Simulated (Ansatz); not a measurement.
InSe (beta-GaS type, space group P6_3/mmc)

```
InSe
1.0
    4.03204     0.00000     0.00000
   -2.01602     3.49185     0.00000
    0.00000     0.00000    16.76258
In Se
4 4
Direct
  0.33333   0.66667   0.66667
  0.66667   0.33333   0.16667
  0.66667   0.33333   0.33333
  0.33333   0.66667   0.83333
  0.33333   0.66667   0.08991
  0.66667   0.33333   0.58991
  0.66667   0.33333   0.91009
  0.33333   0.66667   0.41009
```

This relaxed cell (volume V₀) is scaled evenly in all directions, its shape held. The atoms relax within the cell's symmetry.

These are PBE-D3(BJ) (plane waves to 420 eV, PAW, scalar-relativistic; Ansatz, a quantum-chemistry and plane-wave program) values and carry that method's errors. k mesh 9×9×2 (Γ-centred), Fermi-Dirac smearing 0.05 eV. Energies are smeared free energies. Stress and pressure are positive under compression. With the shape held, the modulus is that of even scaling; a crystal free to change shape is softer. InSe was relaxed with its symmetry unable to fall. The PAW data are Ansatz's earlier set. ΔE is measured from the relaxed starting cell.

| V (Å³/atom) | ΔE (meV/atom) |
|---|---|
| 26.551 | withheld |
| 27.288 | 17.3 |
| 28.026 | 7.2 |
| 28.763 | 1.7 |
| 29.501 | 0.0 |
| 30.238 | 1.5 |
| 30.976 | 5.7 |
| 31.713 | 12.2 |
| 32.451 | 20.6 |

**Question.** Fit a third-order Birch-Murnaghan form (E₀, V₀, B₀, B₀′ free) to the given rows and predict ΔE at V = 26.551.

**Answer.** Least squares on the 8 given rows: ΔE = E₀ + (9V₀B₀/16)·y²·[2 + (B₀′ − 4)y], y = (V₀/V)^(2/3) − 1, with V₀ = 29.502 Å³/atom, B₀ = 27.90 GPa (160.2 GPa = 1 eV/Å³; the term in eV is multiplied by 1000), B₀′ = 5.89, E₀ = -0.01 meV/atom; root-mean-square residual 0.01 meV/atom. At 26.551 the fit gives 32.7 meV/atom; the calculation gives 32.7 meV/atom, the same to the digits shown. For the pressure the fit gives 4.01 GPa against the computed 3.98 GPa.

(Under strain, the slope of the energy per volume gives the stress and its curvature an elastic modulus.)
